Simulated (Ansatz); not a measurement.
Sn (space group I4/mmm)

```xyz
4
Lattice="-3.9994 3.9994 2.3138 3.9994 -3.9994 2.3138 3.9994 3.9994 -2.3138" Properties=species:S:1:pos:R:3 pbc="T T T"
Sn     1.4272     1.4272     0.0000
Sn     2.5722    -2.5722     2.3138
Sn    -2.5722     2.5722     2.3138
Sn     2.5722     2.5722     2.3138
```

The slice is a (100) plane (indices of the conventional cell) through the point (0.822, 0.178, 0.000) (fractional), spanned by u = [110] and v = [101] in vectors of this cell: u (4.63 Å) and v (8.00 Å, at 90° to u). It covers one period; positions are fractions (u, v).

Method: PBEsol (plane waves to 420 eV, PAW, scalar-relativistic; Ansatz, a quantum-chemistry and plane-wave program). k mesh 12×12×12. These are valence fields of a PAW run, semicore shells included where kept as valence: close to a nucleus they are smooth pseudo fields. Sn was relaxed with its symmetry unable to fall. This is one of several known forms of Sn; the measured ambient cells at hand have space group No. 141 or 227.

Question: What is the ELF at the midpoint of the shortest Sn–Sn line in this plane (2.85 Å)?

Answer: 0.6.

Question: What is the valence density on the shortest Sn–Sn line in this plane (2.85 Å), at its midpoint?

Answer: 0.34 e/Å³.

Question: The ELF has a maximum in the middle third of the Sn–Sn line. Where, and how high?

Answer: 0.62, 1.4 Å from Sn.

Question: Predict the map of the valence electron density on the slice.

Answer: 
```
|99998866554433333333333333334455668899|
|88887755444433333333333333334444557788|
|66665544444433333344443333334444445566|
|55444444333333334444444433333333444444|
|33333333333333334444444433333333333333|
|22222222222233333333333333332222222222|
|11111122222222333333333333222222221111|
|11111111112222223333333322222211111111|
|00000000111122222222222222221111000000|
|00000000111111222222222222111111000000|
|00000000111111222222222222111111000000|
|00000011111122222222222222221111110000|
|11111111112222223333333322222211111111|
|22222222222222333333333333222222222222|
|33333333333333333344443333333333333333|
|44443333333333334444444433333333333344|
|55554444443333334444444433333344444455|
|77776655444433333333333333334444556677|
|88887766444433333333333333334444667788|
|99998866554433333333333333334455668899|
|99998866554433222222222222334455668899|
|99887766443333222211112222333344667788|
|77776655443322221111111122223344556677|
|55555544332222111100001111222233445555|
|44444433332211110000000011112233334444|
|44444433332211110000000011112233334444|
|44444433332211110000000011112233334444|
|55554444332222110000000011222233444455|
|66665544333322111111111111223333445566|
|88887755443322221111111122223344557788|
|99998866554433222222222222334455668899|
|99998866554433332222222233334455668899|
```
Scale: ten equal steps from -1.85 (start of '0') to 1.22 (end of '9'), in the order '0123456789'. Values: log₁₀ of the valence density in e/Å³. The map has 19 points along u (two characters each, u = 0 at the left) and 32 along v (v = 0 in the bottom row). The scale is logarithmic, as a density can span decades between atoms and voids.
